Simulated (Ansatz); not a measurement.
SrSi2Au2:
```
SrSi2Au2
1.0
   -2.19451     2.19451     5.03456
    2.19451    -2.19451     5.03456
    2.19451     2.19451    -5.03456
Au Sr Si
2 1 2
Cartesian
  0.00000   2.19451   2.51728
  2.19451   0.00000   2.51728
  0.00000   0.00000   0.00000
  0.00000   0.00000   3.84831
  0.00000   0.00000   6.22082
```

Relaxed with PBEsol.

Problem. Give the Bader charges and basin volumes of the independent atoms, PBEsol in the plane-wave PAW code Ansatz.

Solution. 

| atom | Bader charge (e) | Bader volume (Å³) |
|---|---|---|
| Au1 | -0.86 | 23.1 |
| Sr3 | +1.33 | 17.7 |
| Si4 | +0.19 | 16.6 |

Space group I4/mmm. The workflow started from an entry of the Crystallography Open Database (COD). Its standing as an ambient phase is unchecked. Symmetry was held in the PBEsol relaxation; its stability against distortions is not shown here. Spin–orbit coupling is left out wherever it is not named.

Potentials: the later of the program's two PAW sets.
